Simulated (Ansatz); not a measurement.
BP (wurtzite, space group No. 186), r²SCAN (plane waves, PAW; program Ansatz), all energies at zero smearing, with the estimated change up to a 700 eV cutoff added, with one set of potentials and settings (totals compare only within such a set). Cell of 4 atoms (2 B, 2 P): -1833.323 eV.

| element | reference phase | E (eV/atom) |
|---|---|---|
| B | R-3m, 12 atoms in the cell | -156.5545 |
| P | Cmce, 4 atoms in the cell | -759.1670 |

Formation energy per atom, worked out: (-1833.323 − 2×(-156.5545) − 2×(-759.1670))/4 = -0.470 eV/atom (-45 kJ per mol of atoms), at 0 K, without zero-point energy or fitted corrections.

Space group P6_3mc (wurtzite). The first step of the workflow began from a Materials Project structure, measured or hypothetical; the Crystallography Open Database copy checked does not list it. It is not the phase usual at ambient conditions (space group No. 216). Symmetry was held in the r²SCAN relaxation; phonons on a q-mesh show no instability. The references are the lowest solids computed at this level, not always the standard phases.

Potentials: the earlier of the program's two PAW sets.
